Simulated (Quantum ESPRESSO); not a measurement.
## AlGe2N3S (finding a planted mistake in a log)

Computed values, not a measurement. The program is pw.x of Quantum ESPRESSO 7.5 (plane-wave density functional theory). The cell is made up: 7 atoms on a zincblende/diamond lattice with one site empty, with randomly drawn elements, strain and displacements, not relaxed. PseudoDojo standard norm-conserving files (v0.5 for PBE, v0.4.1 for LDA and PBEsol) set the functional; there is no spin polarisation, spin-orbit coupling or dispersion term, and the masses in the input are unused placeholders.

Intended input:

```
&control calculation='scf', pseudo_dir='./dojo.nc.sr.pbe.v0_5.standard.upf', outdir='./o', disk_io='low', tprnfor=.true., tstress=.true. /
&system ibrav=0, nat=7, ntyp=4, nbnd=32, ecutwfc=84.00895049, nosym=.true., tot_charge=0,
 occupations='smearing', smearing='fd', degauss=0.0018374661
/
&electrons conv_thr=7.350e-09, electron_maxstep=60, /
ATOMIC_SPECIES
Al 1.0 Al.upf
Ge 1.0 Ge.upf
N 1.0 N.upf
S 1.0 S.upf
CELL_PARAMETERS angstrom
4.6844 0.0157 -0.0453
0.0157 4.6002 0.0713
-0.0453 0.0713 4.6467
ATOMIC_POSITIONS angstrom
Al -0.0414 2.1905 2.3324
Ge 2.4368 0.0107 2.2384
Ge 2.3792 2.2801 -0.0415
N 1.1422 1.1683 1.2165
S 1.1638 3.4929 3.5871
N 3.4599 1.1392 3.4656
N 3.4912 3.4881 1.1473
K_POINTS automatic
4 4 4 1 1 1
```

The log is shortened where brackets say so; the opening notice, blank lines, dates and the lines on written files are dropped, and the path of the files is cut. It prints rydbergs, bohrs and kilobars, and counts compression as positive stress. Where no state is partly filled, the Fermi energy that it prints is only some level between the filled and the empty states on the mesh, and need not lie in the true gap.

Log of the intended run:

```
     Program PWSCF v.7.5
     Parallel version (MPI & OpenMP), running on       4 processor cores
     Number of MPI processes:                 4
     Threads/MPI process:                     1
     [start-up lines left out]
     bravais-lattice index     =            0
     lattice parameter (alat)  =       8.8527  a.u.
     unit-cell volume          =     675.4952 (a.u.)^3
     number of atoms/cell      =            7
     number of atomic types    =            4
     number of electrons       =        52.00
     number of Kohn-Sham states=           32
     kinetic-energy cutoff     =      84.0090  Ry
     charge density cutoff     =     336.0358  Ry
     scf convergence threshold =      7.3E-09
     mixing beta               =       0.7000
     number of iterations used =            8  plain     mixing
     Exchange-correlation= PBE
                           (   1   4   3   4   0   0   0)
     [axes and pseudopotential details left out]
   Cartesian axes
     site n.     atom                  positions (alat units)
         1        Al     tau(   1) = (  -0.0088374   0.4675914   0.4978819  )
         2        Ge     tau(   2) = (   0.5201674   0.0022841   0.4778163  )
         3        Ge     tau(   3) = (   0.5078720   0.4867177  -0.0088587  )
         4        N      tau(   4) = (   0.2438178   0.2493892   0.2596781  )
         5        S      tau(   5) = (   0.2484286   0.7456061   0.7657143  )
         6        N      tau(   6) = (   0.7385618   0.2431774   0.7397785  )
         7        N      tau(   7) = (   0.7452432   0.7445814   0.2449065  )
     number of k points=    32  Fermi-Dirac smearing, width (Ry)=  0.0018
                       cart. coord. in units 2pi/alat
        k(    1) = (   0.1257999   0.1249227   0.1253303), wk =   0.0625000
        k(    2) = (   0.1282511   0.1210066   0.3774558), wk =   0.0625000
     [further k points left out]
     Dense  grid:    70275 G-vectors     FFT dimensions: (  54,  54,  54)
     Estimated max dynamical RAM per process >     121.20 MB
     Estimated total dynamical RAM >     433.35 MB
     Initial potential from superposition of free atoms
     starting charge      51.9959, renormalised to      52.0000
     Starting wfcs are   38 randomized atomic wfcs
     total cpu time spent up to now is        1.2 secs
     per-process dynamical memory:    87.9 Mb
     Self-consistent Calculation
     iteration #  1     ecut=    84.01 Ry     beta= 0.70
     Davidson diagonalization with overlap
     ethr =  1.00E-02,  avg # of iterations =  3.1
     total cpu time spent up to now is        2.8 secs
     total energy              =    -445.12080186 Ry
     estimated scf accuracy    <       1.89676382 Ry
     iteration #  2     ecut=    84.01 Ry     beta= 0.70
     Davidson diagonalization with overlap
     ethr =  3.65E-03,  avg # of iterations =  4.2
     total cpu time spent up to now is        4.4 secs
     total energy              =    -445.11360081 Ry
     estimated scf accuracy    <       4.93760203 Ry
     [iterations 3 to 10 left out]
     iteration # 11     ecut=    84.01 Ry     beta= 0.70
     Davidson diagonalization with overlap
     ethr =  2.61E-09,  avg # of iterations =  2.0
     total cpu time spent up to now is       16.5 secs
     total energy              =    -446.08322020 Ry
     estimated scf accuracy    <       0.00000014 Ry
     iteration # 12     ecut=    84.01 Ry     beta= 0.70
     Davidson diagonalization with overlap
     ethr =  2.76E-10,  avg # of iterations =  3.0
     total cpu time spent up to now is       17.8 secs
     End of self-consistent calculation
     [lines on levels left out]
     the Fermi energy is     8.5095 ev
!    total energy              =    -446.08322024 Ry
     estimated scf accuracy    <          4.1E-09 Ry
     smearing contrib. (-TS)   =      -0.00000000 Ry
     internal energy E=F+TS    =    -446.08322024 Ry
     The total energy is F=E-TS. E is the sum of the following terms:
     one-electron contribution =    -222.21097996 Ry
     hartree contribution      =     143.75285467 Ry
     xc contribution           =    -114.08314642 Ry
     ewald contribution        =    -253.54194853 Ry
     convergence has been achieved in  12 iterations
     Forces acting on atoms (cartesian axes, Ry/au):
     atom    1 type  1   force =    -0.07954539   -0.05572398   -0.08560223
     atom    2 type  2   force =     0.05415988    0.11302921   -0.11118273
     atom    3 type  2   force =     0.19598884   -0.22704905    0.22920332
     atom    4 type  3   force =     0.06547733    0.01273264    0.00484970
     atom    5 type  4   force =    -0.22496287    0.17530139   -0.04163466
     atom    6 type  3   force =    -0.00803968    0.03928124   -0.02818964
     atom    7 type  3   force =    -0.00307811   -0.05757144    0.03255624
     Total force =     0.530716     Total SCF correction =     0.000148
     Computing stress (Cartesian axis) and pressure
          total   stress  (Ry/bohr**3)                   (kbar)     P=        2.03
   0.00026477  -0.00003361   0.00069118           38.95       -4.94      101.68
  -0.00003361  -0.00002999  -0.00084688           -4.94       -4.41     -124.58
   0.00069118  -0.00084688  -0.00019334          101.68     -124.58      -28.44
     init_run     :      1.10s CPU      1.13s WALL (       1 calls)
     electrons    :     16.55s CPU     16.63s WALL (       1 calls)
     forces       :      0.24s CPU      0.25s WALL (       1 calls)
     stress       :      0.78s CPU      0.78s WALL (       1 calls)
     [timing details left out]
     PWSCF        :     18.74s CPU     18.88s WALL
     JOB DONE.
```

A second run was made from an input with one planted mistake. Its log:

```
     Program PWSCF v.7.5
     Parallel version (MPI & OpenMP), running on       4 processor cores
     Number of MPI processes:                 4
     Threads/MPI process:                     1
     [start-up lines left out]
     bravais-lattice index     =            0
     lattice parameter (alat)  =       8.8527  a.u.
     unit-cell volume          =     675.4952 (a.u.)^3
     number of atoms/cell      =            7
     number of atomic types    =            4
     number of electrons       =        53.00
     number of Kohn-Sham states=           33
     kinetic-energy cutoff     =      84.0090  Ry
     charge density cutoff     =     336.0358  Ry
     scf convergence threshold =      7.3E-09
     mixing beta               =       0.7000
     number of iterations used =            8  plain     mixing
     Exchange-correlation= PBE
                           (   1   4   3   4   0   0   0)
     [axes and pseudopotential details left out]
   Cartesian axes
     site n.     atom                  positions (alat units)
         1        Al     tau(   1) = (  -0.0088374   0.4675914   0.4978819  )
         2        Ge     tau(   2) = (   0.5201674   0.0022841   0.4778163  )
         3        Ge     tau(   3) = (   0.5078720   0.4867177  -0.0088587  )
         4        N      tau(   4) = (   0.2438178   0.2493892   0.2596781  )
         5        S      tau(   5) = (   0.2484286   0.7456061   0.7657143  )
         6        N      tau(   6) = (   0.7385618   0.2431774   0.7397785  )
         7        N      tau(   7) = (   0.7452432   0.7445814   0.2449065  )
     number of k points=    32  Fermi-Dirac smearing, width (Ry)=  0.0018
                       cart. coord. in units 2pi/alat
        k(    1) = (   0.1257999   0.1249227   0.1253303), wk =   0.0625000
        k(    2) = (   0.1282511   0.1210066   0.3774558), wk =   0.0625000
     [further k points left out]
     Dense  grid:    70275 G-vectors     FFT dimensions: (  54,  54,  54)
     Estimated max dynamical RAM per process >     122.96 MB
     Estimated total dynamical RAM >     440.37 MB
     Initial potential from superposition of free atoms
     starting charge      51.9959, renormalised to      53.0000
     Starting wfcs are   38 randomized atomic wfcs
     total cpu time spent up to now is        1.2 secs
     per-process dynamical memory:    88.9 Mb
     Self-consistent Calculation
     iteration #  1     ecut=    84.01 Ry     beta= 0.70
     Davidson diagonalization with overlap
     ethr =  1.00E-02,  avg # of iterations =  3.2
     total cpu time spent up to now is        2.8 secs
     total energy              =    -444.25359906 Ry
     estimated scf accuracy    <       2.11107609 Ry
     iteration #  2     ecut=    84.01 Ry     beta= 0.70
     Davidson diagonalization with overlap
     ethr =  3.98E-03,  avg # of iterations =  3.9
     total cpu time spent up to now is        4.4 secs
     total energy              =    -444.27472270 Ry
     estimated scf accuracy    <       5.48782166 Ry
     [iterations 3 to 11 left out]
     iteration # 12     ecut=    84.01 Ry     beta= 0.70
     Davidson diagonalization with overlap
     ethr =  4.48E-10,  avg # of iterations =  2.0
     total cpu time spent up to now is       18.1 secs
     total energy              =    -445.35757762 Ry
     estimated scf accuracy    <       0.00000001 Ry
     iteration # 13     ecut=    84.01 Ry     beta= 0.70
     Davidson diagonalization with overlap
     ethr =  2.57E-11,  avg # of iterations =  3.8
     total cpu time spent up to now is       19.6 secs
     End of self-consistent calculation
     [lines on levels left out]
     the Fermi energy is    10.2666 ev
!    total energy              =    -445.35757762 Ry
     estimated scf accuracy    <          3.8E-09 Ry
     smearing contrib. (-TS)   =      -0.00043971 Ry
     internal energy E=F+TS    =    -445.35713791 Ry
     The total energy is F=E-TS. E is the sum of the following terms:
     one-electron contribution =    -221.27598136 Ry
     hartree contribution      =     144.37511038 Ry
     xc contribution           =    -114.91431840 Ry
     ewald contribution        =    -253.54194853 Ry
     convergence has been achieved in  13 iterations
     Forces acting on atoms (cartesian axes, Ry/au):
     atom    1 type  1   force =    -0.08389248   -0.05083419   -0.07434168
     atom    2 type  2   force =     0.07312585    0.10072924   -0.09594694
     atom    3 type  2   force =     0.21139351   -0.21501753    0.20799079
     atom    4 type  3   force =     0.04069362    0.01929532    0.01353750
     atom    5 type  4   force =    -0.23783865    0.16499275   -0.05098278
     atom    6 type  3   force =    -0.00257382    0.03912551   -0.03430913
     atom    7 type  3   force =    -0.00090801   -0.05829110    0.03405224
     Total force =     0.519521     Total SCF correction =     0.000149
     Computing stress (Cartesian axis) and pressure
          total   stress  (Ry/bohr**3)                   (kbar)     P=      258.35
   0.00179575  -0.00004377   0.00061213          264.16       -6.44       90.05
  -0.00004377   0.00179152  -0.00060170           -6.44      263.54      -88.51
   0.00061213  -0.00060170   0.00168148           90.05      -88.51      247.35
     init_run     :      1.11s CPU      1.14s WALL (       1 calls)
     electrons    :     18.35s CPU     18.40s WALL (       1 calls)
     forces       :      0.25s CPU      0.25s WALL (       1 calls)
     stress       :      0.79s CPU      0.79s WALL (       1 calls)
     [timing details left out]
     PWSCF        :     20.56s CPU     20.67s WALL
     JOB DONE.
```

Question: what was wrong in the second input?

Answer: the cell has the wrong charge. The input lines that differ, file-writing options aside:

```
- &system ibrav=0, nat=7, ntyp=4, nbnd=32, ecutwfc=84.00895049, nosym=.true., tot_charge=0,
+ &system ibrav=0, nat=7, ntyp=4, nbnd=33, ecutwfc=84.00895049, nosym=.true., tot_charge=-1,
```

```
                                            intended run  run with the mistake
                          free energy (eV)     -6069.271             -6059.399
                    smearing term -TS (eV)        0.0000               -0.0060
                            pressure (GPa)          0.20                 25.84
            largest force component (eV/Å)         5.893                 6.115
largest change of a force component (eV/Å)                               0.637
                                iterations            12                    13
```

For scale, a rerun of the intended cell at 1437 eV and a 6 x 6 x 6 mesh moved values by no more than 0.004 eV in energy, 0.02 GPa in stress and 0.002 eV/Å in force. The charged cell sits in a uniform background, so its energy and stress rest on the program's zero of potential. The number of bands, nbnd, was set by rule from the electron count and the smearing, so it follows the mistake.